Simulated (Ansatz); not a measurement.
Method: PBE, no spin polarisation; PAW, plane waves to 420 eV, 6×6×3 Γ-centred mesh, fermi-dirac occupations (width 0.012 eV) (Ansatz 0.2.0), atoms fixed.

Computed maps in the lattice plane spanned by a (left to right, 4.10 Å, 12 points from zero) and c (bottom to top, 7.89 Å, 24 points from zero), 90° apart, at height 0.174 along b. The fields are smooth PAW ones with compensation charges, not the true ones near nuclei.

Valence density. Digits on a logarithmic scale: 0 up to 0.03 e/Å³, each further digit a factor of 1.6, 9 from 1.3 e/Å³ up:
```
868874212468
888864101367
787643101246
565432101234
444321111123
333221111122
333221111122
444321111123
565532101234
787653101246
888864101368
868874212468
747874212478
888864212468
888753111357
666532111235
343321111123
222111111111
222111111111
444321111123
666532111235
888753111357
888864212468
737874212478
```

ELF. Ten even steps from '0' (0.00) to '9' (0.89):
```
201997101799
868985101589
999863000268
666531000124
222110000011
111100000001
111100000001
222210000011
676531000135
999863000268
858986101589
101997101799
100997101799
626996101699
999983000379
898741000147
454310000012
000000000000
000000000000
455310000013
898751000147
999984000389
615996101699
000997101799
```

Question: The cell is Tl2SnBr3. Which atoms lie within 0.2 Å of this plane, and where (fractions of a and c)?

Answer: Br at (0.09, 0.99), Br at (0.09, 0.47). The whole cell:
```
CELL_PARAMETERS angstrom
0.00000 4.09985 0.00000
12.31718 -2.04992 0.00000
0.55609 0.00000 -7.87339
ATOMIC_POSITIONS crystal
Br 0.08700 0.17400 0.98840
Br 0.91300 0.82600 0.01160
Tl 0.50590 0.01180 0.74750
Tl 0.49410 0.98820 0.25250
Tl 0.33640 0.67280 0.78750
Tl 0.66360 0.32720 0.21250
Sn 0.14910 0.29820 0.71880
Sn 0.85090 0.70180 0.28120
Br 0.08940 0.17880 0.47200
Br 0.91060 0.82120 0.52800
Br 0.71410 0.42820 0.71200
Br 0.28590 0.57180 0.28800
```

Origin: a known structure type with other elements, at an estimated volume, so it need not be a known compound. Caveats: many states at the Fermi level without spin polarisation, so a magnetic state may lie lower; atoms or cell far from equilibrium.
